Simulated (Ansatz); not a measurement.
Relaxed PbO$_{2}$ (space group Pbcn):

```xyz
12
Lattice="5.0428 0.0000 0.0000 0.0000 5.8290 0.0000 0.0000 0.0000 5.4107" Properties=species:S:1:pos:R:3 pbc="T T T"
Pb     2.5214     1.0873     4.0580
Pb     2.5214     4.7417     1.3527
Pb     0.0000     1.8272     1.3527
Pb     0.0000     4.0018     4.0580
O      1.3335     0.5101     2.3429
O      3.7094     5.3190     3.0678
O      1.1879     2.4045     5.0483
O      3.8549     3.4246     0.3624
O      3.8549     2.4045     3.0678
O      1.1879     3.4246     2.3429
O      3.7094     0.5101     0.3624
O      1.3335     5.3190     5.0483
```

A phonon eigenvector at Γ is frozen into this cell: atom i moves by Q times the vector below, so Q is the largest atomic displacement, in Å. The cell is held.

```csv
atom,x,y,z
Pb1,0.000,-0.012,0.000
Pb2,0.000,-0.012,0.000
Pb3,0.000,0.012,0.000
Pb4,0.000,0.012,0.000
O5,-0.465,0.885,0.016
O6,-0.465,0.885,0.016
O7,0.465,-0.885,0.016
O8,0.465,-0.885,0.016
O9,-0.465,-0.885,-0.016
O10,-0.465,-0.885,-0.016
O11,0.465,0.885,-0.016
O12,0.465,0.885,-0.016
```

Computed with LDA (plane waves to 420 eV, PAW, scalar-relativistic; Ansatz, a program for electronic structure). k mesh 8×7×7 (Γ-centred), Fermi-Dirac smearing 0.05 eV. The energy includes the smearing's −TS. With partly filled bands, energies and forces of such displacements shift with the k mesh and the smearing. At this level the bands of PbO2 touch or barely overlap. PbO2 was relaxed with its symmetry unable to fall. Spin-orbit coupling is left out, though Pb is heavy. This is one of several known forms of PbO2; the measured ambient cells at hand have space group No. 136. ΔE is measured from the undisplaced structure. The last digit holds for this mesh only.

```
Q (Å)   ΔE (meV/cell)
------  -------------
-0.180         2186.3
-0.150         1508.6
-0.120       withheld
-0.090          537.8
-0.060          238.3
-0.030           59.4
0.000             0.0
0.030            59.4
0.060           238.3
0.090           537.8
0.120        withheld
0.150          1508.6
0.180          2186.3
```

Task: Fit an even polynomial form (powers 2, 4) to the given rows and predict ΔE at Q = -0.120.

Result: Least squares on the 11 given rows: ΔE = (66050)·Q² + (44120)·Q⁴, in meV/cell with Q in Å; root-mean-square residual 0.09 meV/cell. At -0.120 the fit gives 960.3 meV/cell; the calculation gives 960.2 meV/cell, so the interpolation is off by 0.1 (+0.0 %). The quadratic term alone would give 951.1 meV/cell.

(For displaced atoms, the force is minus the slope of the energy, and its curvature is a force constant, which sets phonon frequencies.)
